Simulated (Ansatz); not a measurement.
## Field gradients of Si3N4 from run to run

Cell of run 1: an entry of the Crystallography Open Database (COD; perhaps a calculated or model structure), atoms as given.

Space group P6_3/m (No. 176); a = 7.5585, c = 2.8855 Å, γ = 120.00°.

| site | Wyckoff | site symmetry | x | y | z |
| --- | --- | --- | --- | --- | --- |
| Si | 6h | m.. | 0.1739 | 0.7675 | 0.2500 |
| N7 | 6h | m.. | 0.3302 | 0.0296 | 0.2500 |
| N13 | 2c | -6.. | 0.3333 | 0.6667 | 0.2500 |

One atom of each set is listed.

Relaxed positions (PBE, cell held):

Si (0.1727, 0.7664, 0.2500)
N7 (0.3294, 0.0284, 0.2500)
N13 (0.3333, 0.6667, 0.2500)

All runs are DFT with Ansatz 0.2.0 (plane waves and PAW, scalar-relativistic unless spin–orbit coupling is named, Γ-centred meshes, Fermi–Dirac smearing where given) in this cell.

Run 1: PBE, gradients read without the response of the cores, atoms as given; 420 eV, 4×4×10 k-points, smearing 0.02 eV.
Run 2: PBE, gradients read without the response of the cores, atoms relaxed; 420 eV, 4×4×10 k-points, smearing 0.02 eV.
Run 3: r2SCAN, gradients read without the response of the cores, at the relaxed atoms; 500 eV, 4×4×10 k-points, smearing 0.02 eV.
Run 4: HSE06, gradients read without the response of the cores, at the relaxed atoms; 420 eV, 3×3×5 k-points, smearing 0.02 eV.

```csv
run,Si V_zz (η),N7 V_zz (η),N13 V_zz (η)
1,0.93 (0.27),-4.95 (0.06),-4.89 (0.00)
2,?,?,?
3,0.93 (0.21),-4.95 (0.07),-4.98 (0.00)
4,0.98 (0.16),-5.00 (0.07),-4.97 (0.00)
```

V_zz in 10²¹ V/m².

Task: Estimate the row of run 2.

Result: Si: 0.93 (0.24); N7: -4.94 (0.07); N13: -4.88 (0.00). It lies nearest to run 1, from whose tensors on these sites it differs by 0.07 at most (largest principal value of the difference, on N7). Taken one at a time, the functional (between the two that differ most) moves the tensors on these sites by up to 0.10 (largest principal value of the change, on N13), the positions of the atoms (as given or relaxed) by 0.07 (N7).

The cell isn't the equilibrium one in runs 1, 2 (calculated pressure 11, 11 GPa), and the entry's cell may itself be off.
